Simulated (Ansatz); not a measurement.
Values for one crystal, relaxed and computed with plane-wave PAW PBEsol (Ansatz code); other levels are named.

```yaml
volume_per_atom: 11.51 Å³
electronic_character: metallic (no gap)
Pressure derivative B′: 2.6
Density of states at the Fermi level: 0.26 states/eV per atom (mean over ±0.08 eV)
Formation energy from the elements (no fitted shifts): -2.64 eV/atom
Bulk modulus (Birch–Murnaghan fit): 144 GPa
```

Which of these materials gives this?
A. LaMnO3, R-3c (La on 6a, Mn on 6b, O on 18e)
B. LaP, rock salt
C. HgO, P-6m2 (Hg on 1a, O on 1f)
D. FeO, rock salt

A, LaMnO3, R-3c (La on 6a, Mn on 6b, O on 18e)

The workflow started from a Materials Project entry (that database holds measured and hypothetical structures alike); the Crystallography Open Database files this formula in space group No. 167, but the cells were not matched. Whether it is the stable phase at ambient conditions was not checked. Symmetry was held in the PBEsol relaxation; whether a distortion lowers the energy is not shown. The final state is ferromagnetic, chosen from 5 collinear starts compared on coarse meshes (ties went to the first, and starts can fall back to one state), not a proven ground state. No Hubbard U is applied. The compound may be a true metal, but semilocal functionals without U, or a wrong spin order, can also close a gap. The references are the lowest solids computed at this level, not always the standard phases (solids in place of the gases). Scalar-relativistic: spin–orbit coupling is off unless named, which matters more the heavier the elements.

Potentials: the later of the program's two PAW sets.
